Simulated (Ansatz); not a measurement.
Sb (A7)

Level of theory: DFT, PBEsol, scalar-relativistic, no spin polarisation; plane waves to 420 eV with PAW datasets (Ansatz 0.2.0), Γ-centred 12×12×12 mesh, 0.05 eV Gaussian smearing. The datasets are Ansatz's generated set soft_2.

```
Sb
1.0
     2.16000    1.24708    3.69712
    -2.16000    1.24708    3.69712
     0.00000   -2.49416    3.69712
Sb
2
Direct
  0.23554 0.23554 0.23554
  0.76446 0.76446 0.76446
```

At this volume the pressure is -0.05 GPa.

Path: Γ–T–H2 | H0–L–Γ–S0 | S2–F–Γ, with Γ = (0.000, 0.000, 0.000), T = (0.500, 0.500, 0.500), H2 = (0.757, 0.243, 0.500), H0 = (0.500, -0.243, 0.243), L = (0.500, 0.000, 0.000), S0 = (0.371, -0.371, 0.000), S2 = (0.629, 0.000, 0.371), F = (0.500, 0.000, 0.500) in reciprocal vectors of the calculation's cell.

Task: Is it a metal or an insulator, and if it has a gap, where are the band edges on this path?

Result: A metal: bands cross the Fermi level.

Levels between -4 and 4 eV from the Fermi level at the path's named points:
```tsv
point	below E_F (eV)	above E_F (eV)
Γ	-1.95 -1.77 -1.77	2.33 2.83 2.83
T	-1.22 -1.22 -0.44	0.02 0.02 0.97
H2 and H0	-0.56	0.64
L	-1.75 -1.60 -0.28 -0.17	0.22 0.35
S0 and S2	-3.16 -2.88	2.89 3.36
F	-3.74 -3.67	1.59
```

For elements this heavy, spin–orbit coupling would shift levels and gaps; it isn't included here. The structure is built of weakly bound bilayers, and this functional has no dispersion term, so their spacing and all that hangs on it (volume, the soft elastic constants, low modes, dielectric constants) are poorly given.
